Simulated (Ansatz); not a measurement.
TiAl: Electric field gradients

The cell is an entry of the Crystallography Open Database (COD).

```
CELL_PARAMETERS angstrom
2.83730 0.00000 0.00000
0.00000 2.83730 0.00000
0.00000 0.00000 4.05910
ATOMIC_POSITIONS crystal
Ti 0.00000 0.00000 0.00000
Al 0.50000 0.50000 0.50000
```

Sites (sets of like atoms) are named by element and the number of their first atom in this list.

Computed with Ansatz: DFT, PBE, plane waves and PAW, scalar-relativistic, 420 eV cutoff, Γ-centred 12×12×8 k-points, Fermi–Dirac smearing 0.05 eV.

C_Q = eQV_zz/h, which is 24.18 MHz for Q = 1 b and V_zz = 10²¹ V/m²; η = (V_xx − V_yy)/V_zz. Directions are in the Cartesian axes of the cell vectors above, for the atom listed; none is given where the gradient is under 0.02 or η is above 0.95.

| site | first atom | first shell | V_zz (10²¹ V/m²) | η | direction of V_zz (x, y, z) |
| --- | --- | --- | --- | --- | --- |
| Ti | 1 | 4 Ti at 2.84 Å, 8 Al at 2.85 Å | 2.62 | 0.00 | 0.00 0.00 1.00 |
| Al | 2 | 4 Al at 2.84 Å, 8 Ti at 2.85 Å | -2.32 | 0.00 | 0.00 0.00 1.00 |

An axis of threefold or higher order runs through Ti and Al, so V_zz lies along it and η is zero.

With no gap above 0.1 eV, as in a metal, the gradients converge slowly in k; expect changes of a tenth or more on a denser mesh.
